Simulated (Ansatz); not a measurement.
An element in the fcc structure gives these cold pressures by all-electron LAPW under LDA (Ansatz 0.2.0, scalar-relativistic, no spin polarisation).

| V (Å³/atom) | P (GPa) |
| --- | --- |
| 21.78 | 0.03 |
| 19.60 | 5.08 |
| 17.42 | 13.47 |
| 15.24 | 27.8 |
| 13.07 | 53.5 |
| 10.89 | 102.7 |
| 8.71 | 206.7 |

Q: Which element is it?

A: Mg. Its zero-pressure volume in this structure is near 21.8 Å³/atom; the volume and the steepness of P(V) together point to it, though neighbours can come close. Neighbours weren't tried against these numbers.
